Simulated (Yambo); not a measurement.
```xyz
2
Lattice="0.0000 3.4558 3.4558 3.4558 0.0000 3.4558 3.4558 3.4558 0.0000" Properties=species:S:1:pos:R:3 pbc="T T T"
Br     3.4558     3.4558     3.4558
Rb     6.9116     6.9116     6.9116
```

The PBEsol cell relaxed from Materials Project entry mp-22867 was given an isotropic strain of +1 % on all lattice vectors, and the atoms were relaxed again.

Task: Where are the main features of Im ε from RPA with local fields on PBEsol bands (Yambo; 8×8×8 mesh, 53 bands, 4 Ry local-field block, 0.2 eV broadening; field along x)?

Result: Peaks at 7.1 eV (2.5), 9.2 eV (2.5), 9.9 eV (2.4), 15.6 eV (1.4), 18.1 eV (1.0), heights in brackets. Structure narrower than a few tenths of an eV can come from the finite k mesh. Convergence of the RPA response with its 8×8×8 mesh was not tested. No excitonic effects at this level. 

Spin-orbit coupling is not included.
